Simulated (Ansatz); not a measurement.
## Surface calculation: fcc Al (100), 1 layer

The slab is cut from the fcc crystal, the stable phase, as relaxed on PAW files (16.50 Å³/atom), with 16 Å of vacuum and a dipole correction:

```
CELL_PARAMETERS angstrom
2.85749 0.00000 0.00000
0.00000 2.85749 0.00000
0.00000 0.00000 16.00000
ATOMIC_POSITIONS crystal
Al 0.00000 0.00000 0.50000
```

All numbers are PBE results (scalar-relativistic) from Ansatz 0.2.0, with a Γ-centred 14×14×1 k mesh, Fermi–Dirac smearing of 0.08 eV, no spin polarisation. Methods: LAPW: all electrons, basis error target 1 meV/atom; PAW: frozen-core files, cutoff 420 eV.

The bulk energy comes from a cell in the slab's orientation on a 14×14×10 mesh. The surface energy is (E(slab) − N·E(bulk))/2A at zero smearing, the mean of both faces; thin slabs carry quantum-size effects.

**Question.** As cut, the LAPW slab lies 1.097 eV above 1 atom of bulk. What surface energy is that?

**Answer.** Over two faces of 8.17 Å² it is 67.2 meV/Å², and times 16.02 J/m² per eV/Å² that gives γ = 1.076 J/m².

```tsv
method	γ as cut (J/m²)	Φ as cut (eV)
LAPW	1.076	?
```

**Question.** Fill in "Φ as cut (eV)" for the row "LAPW".

**Answer.** 4.24.

**Question.** What changes if the images along the normal are cut off in place of the dipole correction?

**Answer.** LAPW then gives: no gap, work function 4.24 eV; PAW: no gap, work function 4.24 eV.
